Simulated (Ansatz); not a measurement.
KTaO3 (cubic perovskite), relaxed and computed with several functionals in Ansatz (plane waves, PAW).

| functional | a (Å) | gap (eV) | B₀ by P(V) fit (GPa) |
|---|---|---|---|
| PBE | ? | ? | ? |
| r²SCAN | 3.990 | 2.63 | 209 |
| HSE06 | 3.986 | 3.58 | 212 |

### Question
What belongs in the gaps?

### Answer

- PBE, a (Å): 4.024
- PBE, gap (eV): 2.16
- PBE, B₀ by P(V) fit (GPa): 188

All cells were relaxed under the symmetry of their starts (and spin orders); stability against distortions was not tested throughout. Rows with no word on spin ran without spin polarisation. Spin–orbit coupling is left out wherever it is not named.

Potentials: the later of the program's two PAW sets.

Ansatz (an electronic-structure program) is a plane-wave DFT program.
